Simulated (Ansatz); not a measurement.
Values for one crystal, relaxed and computed with plane-wave PAW PBEsol (Ansatz code); other levels are named.

Volume per atom: 14.50 Å³
Electronic character: metallic (no gap)
Bulk modulus (Birch–Murnaghan fit): 155 GPa
Elastic constants (relaxed ions, GPa): C11 = 230, C22 = 282, C33 = 324, C12 = 120, C13 = 85.0, C23 = 80.3, C44 = 98.0, C55 = 101, C66 = 159
Debye temperature from the elastic constants: 661 K
Poisson's ratio: 0.23
Pressure derivative B′: 4.1

Task: Pick the material that matches.
(A) SiSn, CsCl type
(B) SiMo2C, P6_3/mmc (Si on 2d, Mo on 4f, C on 2a)
(C) TiSi, Pnma (Ti on 4c, Si on 4c)
(D) Si2W, P6_222 (Si on 6j, W on 3d)

Result: C, TiSi, Pnma (Ti on 4c, Si on 4c)

The workflow started from a Materials Project entry (that database holds measured and hypothetical structures alike); the Crystallography Open Database copy checked does not list it. COD files the formula under space group No. 25. Whether it is the stable phase at ambient conditions was not checked. The PBEsol relaxation kept the symmetry of its start; whether a distortion lowers the energy is not shown. The run is not spin-polarised. As this level gives no gap, shear constants depend on the k-mesh and smearing (Fermi–Dirac, 0.1 eV here).

Potentials: the earlier of the program's two PAW sets. The files were generated under PBE; for other functionals the program regenerates the frozen cores, and for LDA and PBEsol the local potential too.
